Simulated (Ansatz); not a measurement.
# Electric field gradients in Cs$_{3}$Bi$_{2}$Br$_{9}$

Computed with DFT PBEsol, scalar-relativistic, plane waves, PAW (Ansatz 0.2.0). Cutoff 420 eV, 6×6×4 k-points (Γ-centred), fixed occupations. No spin polarisation.

Relaxed structure:
```
CELL_PARAMETERS angstrom
7.91178 0.00000 0.00000
-3.95589 6.85180 0.00000
0.00000 0.00000 9.80976
ATOMIC_POSITIONS crystal
Cs 0.66667 0.33333 0.66009
Cs 0.33333 0.66667 0.33991
Cs 0.00000 0.00000 0.00000
Bi 0.66667 0.33333 0.19050
Bi 0.33333 0.66667 0.80950
Br 0.50000 0.50000 0.00000
Br 0.50000 0.00000 0.00000
Br 0.00000 0.50000 0.00000
Br 0.32982 0.16491 0.33961
Br 0.83509 0.16491 0.33961
Br 0.83509 0.67018 0.33961
Br 0.16491 0.32982 0.66039
Br 0.16491 0.83509 0.66039
Br 0.67018 0.83509 0.66039
```

Spin–orbit coupling is left out, which matters for gradients at heavy nuclei.

Problem. Give V_zz (10²¹ V/m²) and the asymmetry η at each distinct site.

Solution.
```
       atom V_zz     η
Cs (atom 1)   0.625  0.00
Cs (atom 3)  -0.331  0.00
Bi (atom 4)   -2.74  0.00
Br (atom 6)   25.45  0.04
Br (atom 9)   27.54  0.00
```

Cost: 1 run of about 0.75 core-minutes, on Intel Xeon 6975P-C (Granite Rapids) (shared hosts).